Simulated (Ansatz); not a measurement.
LuBi$_{2}$B$_{4}$Cl: reading a single point

```yaml
crystal:
  lattice:
    - [3.77202, 0.00000, 0.00000]
    - [0.00000, 3.77202, 0.00000]
    - [0.00000, 0.00000, 8.73745]
  atoms:
    - { symbol: Cl, position: [0.00000, 0.00000, 0.50000] }
    - { symbol: Lu, position: [0.00000, 0.00000, 0.00000] }
    - { symbol: B, position: [0.50000, 0.00000, 0.84800] }
    - { symbol: B, position: [0.00000, 0.50000, 0.84800] }
    - { symbol: B, position: [0.50000, 0.00000, 0.15200] }
    - { symbol: B, position: [0.00000, 0.50000, 0.15200] }
    - { symbol: Bi, position: [0.50000, 0.50000, 0.71930] }
    - { symbol: Bi, position: [0.50000, 0.50000, 0.28070] }
```

The numbers come from plane-wave PAW DFT (Ansatz): PBE, no spin polarisation, 420 eV, 9×9×4 Γ-centred k points, fermi-dirac occupations (width 0.1 eV). Nothing was relaxed.

What is the formation energy?

1.40 eV an atom against the elements' usual phases (free molecules for gases, crystals otherwise, with no correction for O₂ or N₂), so at this geometry it isn't bound against them. Relaxing would lower it.

Which atom feels the largest force, and which way?

The largest is on Bi7 (and as large on other atoms): 5.41 eV/Å, components (0.00, 0.00, -5.41). It makes 121° with the line to a nearest neighbour, B3 at 2.20 Å.

Which element gives electrons and which takes them?

Bader charges in e: Lu +1.25, Bi +0.75, B -0.51, Cl -0.72. In the mean Lu gives up most and Cl takes most.

Is there a gap?

It is a metal, with about 3.7 states/eV a cell as the mean within 0.25 eV of the Fermi level, mostly B p (53 %), Bi p (13 %) and Lu d (13 %).

Origin: a known structure type with other elements, at an estimated volume, so it need not be a known compound. Caveats: many states at the Fermi level without spin polarisation, so a magnetic state may lie lower; atoms or cell far from equilibrium.
